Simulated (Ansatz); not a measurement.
A relaxed cell of Mg5CdTe6 is given with its symmetry left out. The cell was found from a structure generator's guess, not taken from experiment.

Method: DFT PBE, scalar-relativistic, plane waves, PAW in Ansatz 0.2.0. Cutoff 420 eV, Γ-centred mesh, Gaussian smearing, no spin polarisation.

```
Mg Cd Te
1.0
     4.25730    0.00000    0.00000
    -2.12865    3.68693    0.00000
     0.00000    0.00000   20.74188
Mg Cd Te
5 1 6
Cartesian
  0.0000 0.0000 6.9389
  0.0000 0.0000 13.8030
  0.0000 0.0000 17.2386
  0.0000 0.0000 3.5033
  0.0000 0.0000 10.3709
  0.0000 0.0000 0.0000
  0.0000 2.4580 18.9324
  0.0000 2.4580 5.2246
  0.0000 2.4580 12.0874
  2.1287 1.2290 1.8095
  2.1287 1.2290 8.6545
  2.1287 1.2290 15.5173
```

Energies over the elements count from the elements' standard structures at the same level, with no fitted energy shifts.

(1) Find its symmetry and describe it.

(2) What is its formation energy per atom?

(3) Is it a metal?

Results:

(1) P-3m1 (No. 164), with Mg and Cd ordered on nickel arsenide sites. Conventional cell: a = 4.257 Å, c = 20.742 Å. Mg on a site of symmetry 3m has 6 Te at 3.00 Å and 2 Mg at 3.43–3.44 Å; Mg on a second site of symmetry 3m is surrounded by 6 Te at 2.99–3.00 Å, 1 Mg at 3.44 Å and 1 Cd at 3.50 Å; Cd has 6 Te at 3.05 Å and 2 Mg at 3.50 Å; Te on its first site is surrounded by 3 Mg at 2.99 Å and 3 Cd at 3.05 Å; 3 more sites not described.

(2) −0.734 eV/atom. It lies below the elements, which doesn't yet make it stable against other compounds or structures.

(3) No, the gap on the 12×12×2 mesh is 0.48 eV.

The last run used a 12×12×2 mesh (in the run's order of axes) for its 12-atom cell and Gaussian smearing of 0.02 eV. Spin–orbit coupling, which can matter for Te, is left out. Kohn–Sham gaps at this level usually fall short of measured ones. The missing spin–orbit coupling can work the other way here. The reference form of Te is held partly by dispersion forces, which this level lacks. A structure relaxed within its symmetry needn't be a true minimum.
